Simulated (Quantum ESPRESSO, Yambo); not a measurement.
**Levels of theory for the gap of CdZnS2**

CdZnS$_{2}$ (space group P-4m2, No. 115): one geometry, one set of norm-conserving PBEsol (Quantum ESPRESSO, 102 Ry, without SOC) orbitals, self-energies from Yambo (4×4×2 Γ-centred k mesh, bands 9 to 173 and a 8 Ry block in the screening, 173 bands in G with the Bruneval-Gonze terminator, plasmon pole fitted at 27.2 eV).

Cell and atoms were relaxed with PBEsol from Materials Project entry mp-971712, within its symmetry.

| level | gap Γ → Γ (eV) | rough Yambo cost |
|---|---|---|
| PBEsol (Quantum ESPRESSO) | 1.38 | – |
| exchange only (Hartree-Fock self-energy on PBEsol orbitals) | 8.63 | about 1/10 (12 states) |
| static COHSEX@PBEsol | 3.14 | within a factor of two (2 states) |
| G0W0@PBEsol, plasmon pole | 2.60 | 1 (12 states) |

Bare exchange has no screening and gives the widest gap; static COHSEX screens it but leaves out the frequency dependence, which G0W0 restores.

Costs are rough ratios of core time on shared machines.

Nearest settings tried, and what they do to the gap: 114 bands in W, 114 bands in G: +16 meV; 3 Ry block (51 vectors against 237): -156 meV; 2×2×2 mesh: -109 meV. So the settings aren't converged at that level.

Spin-orbit splittings are left out.

The structure is a Materials Project entry; no match was found in the copy of COD used, and its stability was not checked.
